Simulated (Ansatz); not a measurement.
The cell is COD entry 4313206, as deposited and not checked against the literature; nothing was relaxed.

Al: DFT, PBEsol, all-electron LAPW, scalar-relativistic (Ansatz 0.2.0).

Command: `ansatz run input.yaml --threads 1 --pin off --max-ram 3072MiB --backend cpu --events-out ev --progress --plain --runs-dir out` The run took 3.4 s on 1 thread of Arm Neoverse V2 (shared host), peak memory 0.2 GiB.

```yaml
crystal:
  lattice:
    - [0.0, 2.02398, 2.02398]
    - [2.02398, 0.0, 2.02398]
    - [2.02398, 2.02398, 0.0]
  atoms:
    - { symbol: Al, position: [0.0, 0.0, 0.0] }
kpoints:
  mp_grid: { grid: [14, 14, 14] }
  band_path:
    path:
      - [0.0, 0.0, 0.0]
      - [0.5, 0.0, 0.5]
      - [0.625, 0.25, 0.625]
      - [0.375, 0.375, 0.75]
      - [0.0, 0.0, 0.0]
      - [0.5, 0.5, 0.5]
      - [0.5, 0.25, 0.75]
      - [0.5, 0.0, 0.5]
    npoints: 14
scf:
  occupations: { method: fermi_dirac, width: 0.05 }
hamiltonian:
  xc: pbesol
  pseudopotentials: { kind: all_electron, lapw: { basis_error: 0.001 } }
output:
  forces: true
  stress: true
  eigenvalues: true
  fatbands: true
  populations: true
  dos: { projected: true, de: 0.2, e_range: [-14, 8] }
```

Output:

```
Al: projections on atomic orbitals take those of the free atom 1s2 2s2 2p6 3s2 3p1, of charge +0.00 (hamiltonian.pseudopotentials.projection_atoms)
LAPW: plane waves up to 5.855 Å⁻¹, error target 1.0e-3 eV per atom; small_component_spin mean_spin; Al in spheres of 1.431 Å, 11 of its electrons in bands, Dirac shells []
Engine: ansatz 0.2.0
Pseudopotentials: kind: all_electron
Pseudopotential: Al, LAPW, valence charge 11, Koelling and Harmon's equation, gaussian nucleus
Functional definition: PBEsol
  exchange = pbesol_x
  correlation = pbesol_c
Crystal: 1 atoms, lattice volume = 16.582 Å³
Basis set: ecut = 130.60005155448243 eV, 59 PW (Γ), exchange–correlation at level 2
Bands: 10, of which v1, the nominal top of the filled ones, is band 6 counted from 1 (5 counted from 0)
Symmetry: 48 space group operations
Space group: Fm-3m (ITA 225), of the structure as read, at distance tolerance 2.6e-5 Å
k-points: 104 of 2744
Non-local potential: Al, projectors of the file, none
Initial density: superposition of atomic densities (chi_scale 0.1, normalization cell)
Initial wavefunctions: plane waves of lowest kinetic energy (no species holds an atomic orbital)
Functional: x = pbesol(κ = 0.804, μ = 0.12345679012345678), c = pbesol(β = 0.046)
iter 1 solved again at ethr=9.58e-5 eV; its pass at ethr=1.00e-1 eV (dr2=1.05e-2 eV) is discarded
SCF iter   1: F=—  HF=-6594.597988 eV  |F-HF|=—  |Δ(HF+E_count)|=         —  Δρ=1.08e-2  dr2=1.06e-2  ethr=9.58e-5  ⟨swp⟩=3.2  Hψ=8001  notcnv=0
preconditioner: auto → none  [metal: Δε(μ)=0.049 eV  Ē_g=13.182 eV  σ=0.050 eV  W_gap=0.23  n_scr=0 (ndim 8)  ℏωp=15.8 eV  f_vac=0.000  D(μ)=0.48/eV (n_scr^D=0)]
SCF iter   2: F=—  HF=-6594.575113 eV  |F-HF|=—  |Δ(HF+E_count)|=   2.29e-2  Δρ=5.04e-3  dr2=2.37e-3  ethr=9.58e-5  ⟨swp⟩=2.0  Hψ=2895  notcnv=0
iter 3 solved again at ethr=8.50e-8 eV; its pass at ethr=2.16e-5 eV (dr2=9.35e-6 eV) is discarded
SCF iter   3: F=—  HF=-6594.570253 eV  |F-HF|=—  |Δ(HF+E_count)|=   4.86e-3  Δρ=2.81e-4  dr2=9.32e-6  ethr=8.50e-8  ⟨swp⟩=2.3  Hψ=4978  notcnv=0
SCF iter   4: F=—  HF=-6594.570234 eV  |F-HF|=—  |Δ(HF+E_count)|=   1.94e-5  Δρ=5.83e-5  dr2=5.50e-7  ethr=8.47e-8  ⟨swp⟩=2.0  Hψ=2866  notcnv=0
SCF iter   5: F=-6594.570234 eV  HF=-6594.570234 eV  |F-HF|=1.79e-9  |Δ(HF+E_count)|=   2.06e-9  Δρ=1.44e-6  dr2=1.19e-10  ethr=5.00e-9  ⟨swp⟩=2.0  Hψ=2866  notcnv=0
SCF 1 converged in 5 iterations: F = -6594.570234 eV  dr2 = 1.19e-10
NSCF: frozen V_eff on 99 k-points
SCF converged after 5 iterations
Free energy (F): -6594.570234 eV
Harris-Foulkes:  -6594.570234 eV  (|F-HF|=1.79e-9)
Internal energy: -6594.566040 eV  (E = F + TS)
E sigma→0 (E₀):  -6594.568137 eV
Entropy (-TS):   -0.004194 eV (-4.194 meV/atom)
Fermi energy:    9.673735 eV
--- Per-component energies (eV) ---
  E_band       = -501.069822
  E_kinetic    = 6605.849578
  E_xc         = -493.686972
  E_electrostatic = -12706.728645  (all electrons and nuclei)
  E_smearing   = -0.004194  (= −TS)
  E_closure    = 0.000000  (closes the sum)
  E_atoms      = -6590.488843  (free atoms, spherical and without spin; not in F)
  Σ components = -6594.570234   (vs F -6594.570234, Δ=0.00e0)
  Basis errors (estimates in eV, not in F): energy 2.9e-4 per atom: plane waves 2.7e-4 (1.4e-4 summed), levels above the bands 1.3e-124, relativity 2.2e-9, radial functions 1.9e-5, core shells 1.3e-16; eigenvalues (radial functions only) 6.3e-5; not estimated: angular momenta, meshes, grids; target (lapw.basis_error) 1.0e-3; muffin-tin radii Al 1.431 Å
--- Forces (eV/Å), atoms counted from 1 ---
  atom   1  Al    -0.00000000     0.00000000     0.00000000
  max |Σ_I F_I| component: 2.05e-32 eV/Å
--- Stress (GPa, compression-positive) ---
       -2.097404       0.000000      -0.000000
        0.000000      -2.097404       0.000000
       -0.000000       0.000000      -2.097404
  P = ⅓ Tr σ = -2.0974 GPa (-20.974 kbar)
--- Band table (eV; the first three rows and the last of 104) ---
  k-point 0: bands = ["-93.3627", "-55.0314", "-55.0314", "-55.0314", "-1.3907", "22.2777", "22.2777", "22.2777", "23.7125", "23.7125"]
  k-point 1: bands = ["-93.3625", "-55.0325", "-55.0315", "-55.0315", "-1.2524", "20.1410", "21.8121", "21.8121", "24.3792", "24.3895"]
  k-point 2: bands = ["-93.3622", "-55.0355", "-55.0320", "-55.0320", "-0.8384", "17.2676", "21.1756", "21.1756", "24.3043", "25.5075"]
  k-point 103: bands = ["-93.3590", "-55.0477", "-55.0449", "-55.0401", "8.3164", "9.5017", "9.6023", "11.1259", "23.7534", "25.1718"]
--- Löwdin populations: 1 site ---
  site symbol       q [e]
     0     Al     12.9562
  spilling = 0.003367 (of n_electrons = 13.000000)
```

populations.tsv:

```
# site	symbol	l	j	q
# orbitals = lowdin
# n_electrons = 13.000000
# spilling = 0.003367
# projection_atom_Al: 1s2 2s2 2p6 3s2 3p1
0	Al	0_1S	-	1.999773
0	Al	0_2S	-	1.981599
0	Al	0_3S	-	0.946453
0	Al	1_2P	-	5.994632
0	Al	1_3P	-	2.033774
```
